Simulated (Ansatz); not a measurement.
CdTe:
```cif
data_Cd4Te4
_chemical_formula_sum 'Te4 Cd4'
_space_group_name_H-M_alt 'F-43m'
_space_group_IT_number 216
_space_group_name_Hall 'F -4 2 3'
_cell_length_a 6.40868
_cell_length_b 6.40868
_cell_length_c 6.40868
_cell_angle_alpha 90.000
_cell_angle_beta 90.000
_cell_angle_gamma 90.000
loop_
_atom_site_label
_atom_site_type_symbol
_atom_site_symmetry_multiplicity
_atom_site_Wyckoff_symbol
_atom_site_fract_x
_atom_site_fract_y
_atom_site_fract_z
_atom_site_occupancy
Te1 Te 4 c 0.25000 0.25000 0.25000 1
Cd1 Cd 4 a 0.00000 0.00000 0.00000 1
```
(The calculation used a cell of 2 atoms; values per cell refer to that cell.)

Relaxed with LDA.

Which orbitals make up the states near the band edges in LDA (plane waves, PAW; program Ansatz)?

Top 1 eV of the valence band: Te 5p 91 %. Bottom 1 eV of the conduction band: Cd 5s 52 %, Te 5p 27 %, Te 5s 18 %. Projections are on Löwdin-orthogonalised atomic valence shells; empty p or d shells of many metals are not among them.

Tabulate the density of states.

States/eV per cell of 2 atoms, in 0.25 eV bins, energy from the valence-band maximum.

```csv
E (eV),total,Te 5p,Cd 5s,Cd 4d
-7.85,2.54,0.06,0.08,2.20
-7.60,3.70,0.03,0.06,3.11
-7.35,0.00,0.00,0.00,0.00
-7.10,0.00,0.00,0.00,0.00
-6.85,0.00,0.00,0.00,0.00
-6.60,0.00,0.00,0.00,0.00
-6.35,0.00,0.00,0.00,0.00
-6.10,0.00,0.00,0.00,0.00
-5.85,0.00,0.00,0.00,0.00
-5.60,0.00,0.00,0.00,0.00
-5.35,0.00,0.00,0.00,0.00
-5.10,0.00,0.00,0.00,0.00
-4.85,0.00,0.00,0.00,0.00
-4.60,0.52,0.34,0.16,0.01
-4.35,3.47,2.01,1.29,0.06
-4.10,1.15,0.67,0.36,0.03
-3.85,0.72,0.42,0.21,0.03
-3.60,0.51,0.29,0.13,0.02
-3.35,0.39,0.23,0.10,0.02
-3.10,0.29,0.17,0.07,0.01
-2.85,0.27,0.17,0.06,0.01
-2.60,1.59,1.39,0.06,0.05
-2.35,1.54,1.34,0.06,0.05
-2.10,1.80,1.59,0.06,0.05
-1.85,2.20,1.97,0.05,0.06
-1.60,2.09,1.86,0.04,0.06
-1.35,2.05,1.83,0.03,0.07
-1.10,2.02,1.81,0.02,0.07
-0.85,1.71,1.54,0.01,0.07
-0.60,0.95,0.86,0.01,0.04
-0.35,0.57,0.52,0.00,0.03
-0.10,0.18,0.16,0.00,0.01
0.15,0.00,0.00,0.00,0.00
0.40,0.00,0.00,0.00,0.00
0.65,0.00,0.00,0.00,0.00
0.90,0.00,0.00,0.00,0.00
1.15,0.01,0.00,0.01,0.00
1.40,0.03,0.01,0.02,0.00
1.65,0.07,0.02,0.03,0.00
1.90,0.29,0.08,0.14,0.00
2.15,0.59,0.17,0.28,0.00
2.40,0.75,0.21,0.32,0.00
2.65,1.31,0.33,0.44,0.00
2.90,2.53,0.65,0.81,0.01
3.15,1.74,0.45,0.57,0.01
3.40,1.07,0.25,0.31,0.00
3.65,0.88,0.18,0.21,0.00
3.90,0.91,0.14,0.16,0.00
4.15,0.94,0.09,0.09,0.00
4.40,1.23,0.11,0.10,0.00
4.65,2.50,0.20,0.16,0.00
4.90,1.42,0.09,0.07,0.00
5.15,0.99,0.04,0.01,0.00
5.40,2.24,0.09,0.04,0.00
```

Symmetry was held in the LDA relaxation; of distortions, only those at the zone centre were tested. Scalar-relativistic: spin–orbit coupling is off unless named, which matters more the heavier the elements.

Potentials: the later of the program's two PAW sets.
